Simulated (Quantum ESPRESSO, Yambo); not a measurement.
AlP (zinc blende, space group F-43m, No. 216): static response along x against the Γ-centred k mesh (Yambo on norm-conserving LDA (Quantum ESPRESSO, 48 Ry, no spin-orbit coupling) bands; 26 bands, 4 Ry block). The smallest direct LDA gap is 3.24 eV.

| k mesh | ε(0), independent particles | ε(0), RPA with local fields |
|---|---|---|
| 6×6×6 | 10.1 | 8.84 |
| 8×8×8 | 9.33 | 8.13 |
| 12×12×12 | 9.08 | 7.90 |
| 16×16×16 | … | … |

**Question.** What does the densest mesh give?

**Answer.** 
- 16×16×16, ε(0), independent particles: 9.07
- 16×16×16, ε(0), RPA with local fields: 7.89

The last step changes the RPA value by 0.2 %. Electronic response only; costs are rough.

Geometry relaxed with LDA; primitive cell a = b = c = 3.8377 Å, α = β = γ = 60.00°.
